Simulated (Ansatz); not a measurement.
In the program Ansatz at the PBEsol level (PAW), InGaSbAs in the orthorhombic phase (Pmm2; Pearson symbol oP8) relaxes to a = 4.302 Å, b = 4.316 Å, c = 12.225 Å. In on 1a has 4 nearest neighbours from 2.64 Å (tetrahedral); As on 1b has 4 nearest neighbours from 2.64 Å (tetrahedral); In on 1d has 4 nearest neighbours from 2.64 Å (tetrahedral); As on 1c has 4 nearest neighbours from 2.52 Å (tetrahedral). Its formation energy from the elements is -0.15 eV/atom, with no fitted shifts.

Electronic character: no gap, with almost no states at the Fermi level (zero-gap or semimetallic).

An equation-of-state fit gives a bulk modulus of 53.2 GPa.

The start of the workflow was typed in or built on a structure type; neither database checked (COD, Materials Project) lists it. Whether it is the stable phase at ambient conditions was not checked. The cell was relaxed with PBEsol under the symmetry of its start; its stability against distortions is not shown here. The references are the lowest solids computed at this level, not always the standard phases. Scalar-relativistic: spin–orbit coupling is off unless named, which matters more the heavier the elements.

Potentials: the earlier of the program's two PAW sets. The files were generated under PBE; for other functionals the program regenerates the frozen cores, and for LDA and PBEsol the local potential too.
